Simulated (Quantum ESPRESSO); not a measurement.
```cif
data_Ca2Cr2O8
_chemical_formula_sum 'O8 Ca2 Cr2'
_space_group_name_H-M_alt 'P 1'
_space_group_IT_number 1
_cell_length_a 6.00595
_cell_length_b 6.00595
_cell_length_c 6.00595
_cell_angle_alpha 105.821
_cell_angle_beta 105.821
_cell_angle_gamma 117.049
loop_
_space_group_symop_operation_xyz
  'x, y, z'
loop_
_atom_site_label
_atom_site_type_symbol
_atom_site_fract_x
_atom_site_fract_y
_atom_site_fract_z
_atom_site_occupancy
O1 O 0.22979 0.90999 0.31980 1
O2 O 0.65999 0.84019 0.18020 1
O3 O 0.59019 0.90999 0.68020 1
O4 O 0.65999 0.47979 0.81980 1
O5 O 0.52021 0.34001 0.18020 1
O6 O 0.09001 0.77021 0.68020 1
O7 O 0.15981 0.34001 0.81980 1
O8 O 0.09001 0.40981 0.31980 1
Ca1 Ca 0.75000 0.25000 0.50000 1
Ca2 Ca 0.00000 0.00000 0.00000 1
Cr1 Cr 0.50000 0.50000 0.00000 1
Cr2 Cr 0.25000 0.75000 0.50000 1
```

The geometry is that of Materials Project entry mp-19215, symmetrised and not relaxed again.

Task: What does PBEsol (pw.x of Quantum ESPRESSO, ONCV potentials, without SOC) give for the electronic structure near the Fermi level?

Result: The PBEsol gap is direct, 2.31 eV at Γ. The 3d shell has no Hubbard U; the runs are without spin polarisation, and magnetic order was not tried.
